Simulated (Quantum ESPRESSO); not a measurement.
# Strain and stress in Ge7

These are calculations, not measurements. They come from pw.x of Quantum ESPRESSO 7.5, a plane-wave density functional program, with PseudoDojo standard norm-conserving files (v0.5 for PBE, v0.4.1 for LDA and PBEsol). The cells are made up: elements, strain and atom displacements were drawn at random, and nothing was relaxed. There is no spin polarisation, spin-orbit coupling or dispersion term.

The cell has 8 sites of a zincblende or diamond lattice. Sites 1 to 4 hold Ge Ge Ge empty; sites 5 to 8 hold Ge Ge Ge Ge. Cell vectors in Å: (5.935, 0.012, -0.066); (0.012, 5.865, -0.009); (-0.066, -0.009, 5.931). Settings: PBE, cutoff 1061 eV, 6 x 6 x 6 k mesh shifted by half a step, Fermi-Dirac smearing of 0.1 eV.

Each run adds the same strain along x and y to one cell, with the atoms carried along; the vectors above are those of run 4. Stress is positive in tension and P is minus a third of its trace. E is the free energy for each atom above the lowest run shown.

| run | strain (%) | s_xx (GPa) | s_yy (GPa) | s_zz (GPa) | s_xy (GPa) | P (GPa) | E (meV/atom) |
| --- | --- | --- | --- | --- | --- | --- | --- |
| 1 | -2.06 | 0.86 | 0.47 | 1.80 | -1.58 | -1.05 | 0.00 |
| 2 | -1.75 | 1.13 | 0.73 | 1.97 | -1.53 | -1.28 | 0.87 |
| 4 | 0.01 | 2.50 | 2.09 | 2.78 | -1.29 | -2.46 | 11.26 |
| 5 | 0.81 | 3.05 | 2.63 | 3.09 | -1.19 | -2.93 | 18.79 |
| 6 | 1.55 | 3.52 | 3.10 | 3.35 | -1.10 | -3.32 | 27.21 |
| 7 | 2.46 | 4.05 | 3.62 | 3.64 | -1.00 | -3.77 | 39.35 |
| 3 | -0.26 | ? | ? | ? | ? | ? | ? |

A rerun of one of these cells at 1347 eV and k mesh 8 x 8 x 8 moved values by no more than 0.002 eV in the cell's energy, 0.02 GPa in stress and 0.004 eV/Å in force.

## Worked fit

A parabola through the six runs shown gives s_xx = 2.49 + 0.72 e - 0.035 e² GPa, with e in per cent and a scatter of 0.01 GPa. The slope is a stiffness of 72 ± 1 GPa for each unit of this strain at e = 0, the sum of the responses of s_xx to strain along x and along y. The atoms are clamped, and relaxing them would in general lower it. The error is the larger of the fit's own and the change that a cubic makes, rounded up.

## Withheld run

Question: what s_xx should run 3 give?

The fit gives 2.30 GPa. The calculation gave 2.31 GPa.

```
run  strain (%)  s_xx (GPa)  s_yy (GPa)  s_zz (GPa)  s_xy (GPa)  P (GPa)  E (meV/atom)
  3       -0.26        2.31        1.90        2.66       -1.32    -2.29          9.08
```